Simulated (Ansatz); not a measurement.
Two Ansatz runs on KMgF₃

The cell is COD entry 9006363, as deposited and not checked against the literature; nothing was relaxed.

First run: DFT, PBE, all-electron LAPW, scalar-relativistic (Ansatz 0.2.0).

Command: `ansatz run input.yaml --threads 2 --pin off --max-ram 6144MiB --backend cpu --events-out ev --progress --plain --runs-dir out` The run took about 24 s on 2 threads of a shared machine.

```yaml
crystal:
  lattice:
    - [3.9859, 0.0, 0.0]
    - [0.0, 3.9859, 0.0]
    - [0.0, 0.0, 3.9859]
  atoms:
    - { symbol: K, position: [0.5, 0.5, 0.5] }
    - { symbol: Mg, position: [0.0, 0.0, 0.0] }
    - { symbol: F, position: [0.5, 0.0, 0.0] }
    - { symbol: F, position: [0.0, 0.5, 0.0] }
    - { symbol: F, position: [0.0, 0.0, 0.5] }
kpoints:
  mp_grid: { grid: [6, 6, 6] }
  band_path:
    path:
      - [0.0, 0.0, 0.0]
      - [0.0, 0.5, 0.0]
      - [0.5, 0.5, 0.0]
      - [0.0, 0.0, 0.0]
      - [0.5, 0.5, 0.5]
      - [0.0, 0.5, 0.0]
      - [0.5, 0.5, 0.5]
      - [0.5, 0.5, 0.0]
    npoints: 14
scf:
  occupations: { method: fermi_dirac, width: 0.03 }
hamiltonian:
  xc: pbe
  pseudopotentials: { kind: all_electron, lapw: { basis_error: 0.001 } }
output:
  forces: true
  stress: true
  eigenvalues: true
  populations: true
  dos: { projected: true, de: 0.2, e_range: [-14, 8] }
```

Result: converged; pressure 3.78 GPa; gap on the k mesh 7.32 eV; 8 SCF iterations.

The input is then changed:

```diff
@@ -26,5 +26,5 @@
   occupations: { method: fermi_dirac, width: 0.03 }
 hamiltonian:
-  xc: pbe
+  xc: lda
   pseudopotentials: { kind: all_electron, lapw: { basis_error: 0.001 } }
 output:
@@ -33,4 +33,3 @@
   eigenvalues: true
   populations: true
-  dos: { projected: true, de: 0.2, e_range: [-14, 8] }
```

(1) What does the second run give?

Results:

(1) It converged; pressure -4.39 GPa; gap on the k mesh 6.97 eV; 8 SCF iterations.
